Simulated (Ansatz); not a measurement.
# Data sheet: Nb3Ir (DFT)

Nb3Ir:
```cif
data_IrNb3
_chemical_formula_sum 'Nb3 Ir1'
_space_group_name_H-M_alt 'P 1'
_space_group_IT_number 1
_cell_length_a 4.05674
_cell_length_b 4.05674
_cell_length_c 4.05674
_cell_angle_alpha 90.000
_cell_angle_beta 90.000
_cell_angle_gamma 90.000
loop_
_space_group_symop_operation_xyz
  'x, y, z'
loop_
_atom_site_label
_atom_site_type_symbol
_atom_site_fract_x
_atom_site_fract_y
_atom_site_fract_z
_atom_site_occupancy
Nb1 Nb 0.00000 0.50000 0.50000 1
Nb2 Nb 0.50000 0.50000 0.00000 1
Nb3 Nb 0.50000 0.00000 0.50000 1
Ir1 Ir 0.00000 0.00000 0.00000 1
```

Space group Pm-3m (No. 221), Cu3Au type; conventional cell a = 4.0567 Å, b = 4.0567 Å, c = 4.0567 Å, α = 90.00°, β = 90.00°, γ = 90.00°.

Method: DFT-PBEsol in the program Ansatz with PAW potentials. The cell and atoms are relaxed at this level. Other levels are named where they apply.

**Cell and energy**

| Property | Value |
|---|---|
| Volume per atom | 16.69 Å³ |
| Density | 11.71 g/cm³ |
| Formation energy from the elements (no fitted shifts) | -0.11 eV/atom |

**Electronic structure**

| Quantity | Result |
|---|---|
| Electronic character | metallic (no gap) |
| Density of states at the Fermi level | 1.0 states/eV per atom (mean over ±0.08 eV) |
| Gap with spin–orbit coupling | none (metallic) |

**Mechanics**

| Item | Value |
|---|---|
| Bulk modulus (Birch–Murnaghan fit) | 222 GPa |
| Pressure derivative B′ | 4.0 |
| Elastic constants (relaxed ions, GPa) | C11 = 133, C12 = 267, C44 = 5.7 |
| Mechanical stability | unstable (C has a negative eigenvalue) |

**Phonons**

| Item | Value |
|---|---|
| Highest zone-centre frequency | 7.24 THz |
| Zone-centre stability | no imaginary mode at Γ |

A made-up cell: these elements were put on the sites of a structure type; neither database checked (COD, Materials Project) lists it. COD files the formula under space group No. 223. Whether it is the stable phase at ambient conditions was not checked. The cell was relaxed with PBEsol under the symmetry of its start. The run is not spin-polarised. As this level gives no gap, shear constants depend on the k-mesh and smearing (Fermi–Dirac, 0.1 eV here). As this level gives no gap, phonon frequencies hold no LO–TO term and depend on the k-mesh and smearing (Fermi–Dirac, 0.1 eV here). The references are the lowest solids computed at this level, not always the standard phases. Spin–orbit coupling is left out wherever it is not named.

Potentials: the earlier of the program's two PAW sets. The files were generated under PBE; for other functionals the program regenerates the frozen cores, and for LDA and PBEsol the local potential too.
